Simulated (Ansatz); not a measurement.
A distorted cell of KTaO3 (cubic perovskite):

```
KTaO3
1.0
    4.02318     0.00000     0.00000
    0.00000     4.02318     0.00000
    0.00000     0.00000     4.02318
K Ta O
1 1 3
Direct
  0.00000   0.00000   0.00000
  0.50000   0.50000   0.55965
  0.00000   0.50000   0.50000
  0.50000   0.50000   0.00000
  0.50000   0.00000   0.50000
```

Computed with PBE (plane waves to 420 eV, PAW, scalar-relativistic; Ansatz, a first-principles code). k mesh 7×7×7 (Γ-centred), Fermi-Dirac smearing 0.05 eV. Energies are smeared free energies. Compression counts positive. KTaO3 is run without spin polarisation. KTaO3 was relaxed with its symmetry unable to fall. Spin-orbit coupling is left out, though Ta is heavy. The PAW data are Ansatz's earlier set.

Q: What forces act on the atoms (eV/Å, Cartesian)?

A: 
```csv
atom,Fx,Fy,Fz
K1,0.000,0.000,0.546
Ta2,0.000,0.000,-3.497
O3,0.000,0.000,0.305
O4,0.000,0.000,2.340
O5,0.000,0.000,0.305
```

Q: Give the stress tensor in GPa and the pressure.

A: 
```
   -0.8      0.0      0.0
    0.0     -0.8      0.0
    0.0      0.0     16.7
```
The pressure, a third of the trace, is 5.0 GPa.

Q: In it atom 2 sits (0.000, 0.000, 0.240) Å away from its relaxed site. What is its energy relative to the relaxed cell?

A: 233.5 meV/cell.

(For displaced atoms, the force is minus the slope of the energy, and its curvature is a force constant, which sets phonon frequencies.)
